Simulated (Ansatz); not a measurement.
ZnInGaO4 (InGaZnO4 type, space group R3m)

```xyz
7
Lattice="1.6575 0.9570 8.5848 -1.6575 0.9570 8.5848 0.0000 -1.9139 8.5848" Properties=species:S:1:pos:R:3 pbc="T T T"
In     0.0000     0.0000    25.6783
Ga     0.0000     0.0000     5.4823
Zn     0.0000     0.0000    20.1221
O      0.0000     0.0000     3.5098
O      0.0000     0.0000    22.6338
O      0.0000     0.0000     7.4369
O      0.0000     0.0000    18.1540
```

The volume is varied about the relaxed value V₀ at fixed cell shape. The atoms relax within the cell's symmetry.

The numbers are results of PBEsol (plane waves to 420 eV, PAW, scalar-relativistic; Ansatz, a first-principles code), not measurements. k mesh 12×12×12 (Γ-centred), Fermi-Dirac smearing 0.05 eV. Energies are smeared free energies. The PAW data are Ansatz's earlier set. ZnInGaO4 was relaxed with its symmetry unable to fall. The zero of ΔE is the relaxed starting cell.

Question: Predict the ΔE (meV/atom) at V/V₀ = 0.900, 0.925, 0.950, 0.975, 1.025, 1.050, 1.075, 1.100.

Answer: 
```csv
V/V₀,ΔE (meV/atom)
0.900,75.8
0.925,40.5
0.950,17.2
0.975,4.1
1.025,3.7
1.050,14.2
1.075,30.7
1.100,52.3
```

(Under strain, the slope of the energy per volume gives the stress and its curvature an elastic modulus.)
